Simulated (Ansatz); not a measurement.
# NaTiO2: do energies and stresses tell the same story?

Theory: DFT PBEsol, scalar-relativistic, plane waves, PAW (Ansatz 0.2.0).

Settings: cutoff 420 eV, Γ-centred mesh 18×18×18 on the computed 4-atom cell, Gaussian smearing of 0.10 eV; no spin polarisation.

Relaxed cell: R-3m, a = 2.952 Å, b = 2.952 Å, c = 16.440 Å, α = 90.00°, β = 90.00°, γ = 120.00°, 4 atoms in the primitive cell. Whether it is the stable form of this composition wasn't checked.

Energies at zero smearing and pressures from the stress tensor, at volumes with shape and atoms relaxed:
```
V (Å³/atom) E − E(first) (meV/atom) P (GPa)
      9.719                     0.00     9.51
     10.030                   -13.19     4.35
     10.340                   -17.21     0.00
     10.650                   -13.49    -3.67
     10.960                    -3.21    -6.76
```

Check P = −dE/dV between neighbouring volumes, and get the bulk modulus from the pressures alone.

With 1 eV/Å³ = 160.2 GPa:
```json
{"middle V (Å³/atom)": "9.875", "−ΔE/ΔV (GPa)": "6.813", "mean P (GPa)": "6.927"}
{"middle V (Å³/atom)": "10.185", "−ΔE/ΔV (GPa)": "2.078", "mean P (GPa)": "2.173"}
{"middle V (Å³/atom)": "10.495", "−ΔE/ΔV (GPa)": "-1.926", "mean P (GPa)": "-1.836"}
{"middle V (Å³/atom)": "10.805", "−ΔE/ΔV (GPa)": "-5.306", "mean P (GPa)": "-5.217"}
```

The two differ by 0.11 GPa at most. The mean of two end pressures misses the average over a step by about ΔV² P″/12, up to 0.07 GPa here; with that taken off 0.05 GPa remains. The stress is the derivative of the free energy, not of the energy at zero smearing, and with free energies 0.01 GPa remains. Around V = 10.340 Å³/atom, the two neighbours give B = −V ΔP/ΔV = 10.340 × 8.02 / 0.620 = 133.6 GPa, against B0 = 133.2 GPa from the Birch–Murnaghan fit of the energies.

Spin polarisation was left out, and a magnetic state may lie lower.

A ferromagnetic start lost its moments in a first run, so spin was left out; other magnetic orders weren't tried.

Cost: 6 runs of about 16 core-minutes in all, on Intel Xeon Platinum 8488C (Sapphire Rapids) (shared hosts).